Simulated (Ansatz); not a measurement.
A generator proposed this cell of Al2Rh.

```cif
data_structure
_symmetry_space_group_name_H-M 'P 1'
_symmetry_Int_Tables_number 1
_cell_length_a 4.4761
_cell_length_b 4.4761
_cell_length_c 5.6193
_cell_angle_alpha 90.000
_cell_angle_beta 90.000
_cell_angle_gamma 120.000
_cell_volume 97.50
loop_
_atom_site_label
_atom_site_type_symbol
_atom_site_fract_x
_atom_site_fract_y
_atom_site_fract_z
_atom_site_occupancy
Al1 Al 0.33333 0.66667 0.75000 1
Al2 Al 0.66667 0.33333 0.25000 1
Al3 Al 0.00000 0.00000 0.00000 1
Al4 Al 0.00000 0.00000 0.50000 1
Rh1 Rh 0.33333 0.66667 0.25000 1
Rh2 Rh 0.66667 0.33333 0.75000 1
```

These are results of DFT PBE, scalar-relativistic, plane waves, PAW (Ansatz 0.2.0), not measurements. Plane waves to 420 eV, a k mesh through Γ of 6×6×4 on the computed 6-atom cell and Gaussian smearing (0.10 eV); no spin polarisation.

Formation energies are uncorrected and refer to the elements' standard structures at the same level.

Task: What does a single point on this coarse mesh give?

Result: The pressure is -13.2 GPa (the mean over three directions, positive in compression), the largest force is 0.00 eV/Å (symmetry fixes the atoms), and the energy is −0.53 eV/atom against the elements. The shortest distance is 2.58 Å.

Task: Is it a good guess?

Result: A fair one: relaxing gains under 0.1 eV/atom (the start's value is from the coarse mesh, so the gain is rough) in 9 ionic steps and ends at −0.62 eV/atom on the finer mesh. The symmetry stays P6_3/mmc (No. 194). The end has the Ni2In type. The volume per atom shrinks by 10.9 %, from 16.3 to 14.5 Å³. The shortest distance goes from 2.58 Å (Al–Rh) to 2.50 Å (Al–Rh). Conventional cell: a = 4.332 Å, c = 5.344 Å. Al on a site of symmetry -6m2 is surrounded by 3 Rh at 2.50 Å, 2 Rh at 2.67 Å and 6 Al at 2.84 Å; Al on a site of symmetry -3m has 2 Al at 2.67 Å, 6 Al at 2.84 Å and 6 Rh at 2.84 Å; Rh has 3 Al at 2.50 Å, 2 Al at 2.67 Å and 6 Al at 2.84 Å.

The last run used a 12×12×8 mesh (in the run's order of axes) for its 6-atom cell and Gaussian smearing of 0.10 eV. The relaxation can't lower the symmetry of the start, and the grade says only how near the guess is to its own end. A structure relaxed within its symmetry needn't be a true minimum. Another cell of Al2Rh relaxed alike, in P4/mmm, lies 69 meV/atom lower, so this cell isn't the stable form at this level.
